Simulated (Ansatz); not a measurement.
MgTe (rock salt, space group No. 225) is relaxed with the program Ansatz at the PBE level (PAW). What lattice parameters of the conventional cell result?

a = 5.975 Å.

These are the values of the symmetrised cell.

Is it a metal or does it have a gap at this level?

A gap of 0.44 eV, indirect.

Space group Fm-3m (rock salt). A made-up cell: these elements were put on the sites of a structure type; the Crystallography Open Database copy checked does not list it. COD files the formula under space group No. 186, so this cell is another polymorph or a model. Its standing as an ambient phase is unchecked. The cell was relaxed with PBE under the symmetry of its start; whether a distortion lowers the energy is not shown. The volume moved by -26 % from the start of the relaxation. Spin–orbit coupling is left out wherever it is not named.

Potentials: the later of the program's two PAW sets.
